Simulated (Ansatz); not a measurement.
HgSe (zinc blende, F-43m) under volume change, plane-wave PAW LDA (Ansatz code), scaled uniformly.

```
V (Å³/atom)  E − E(relaxed) (meV/atom)  P (GPa)
-----------  -------------------------  -------
25.352                               ?        ?
26.188                            20.5     4.18
27.024                             4.8     1.90
27.860                             0.0     0.00
28.696                               ?        ?
29.531                            16.1    -2.92
30.367                            34.3    -4.02
```

**Question.** What belongs in the gaps?

**Answer.** 
- 25.352, E − E(relaxed) (meV/atom): 49.2
- 25.352, P (GPa): 6.91
- 28.696, E − E(relaxed) (meV/atom): 4.3
- 28.696, P (GPa): -1.59

**Question.** What does a third-order Birch–Murnaghan fit give for V₀, B₀ and B′?

**Answer.** V₀ = 27.86 Å³/atom, B₀ = 57.9 GPa, B′ = 5.0.

The LDA relaxation kept the symmetry of its start; phonons on a q-mesh show no instability. Spin–orbit coupling is left out wherever it is not named.

Potentials: the later of the program's two PAW sets.
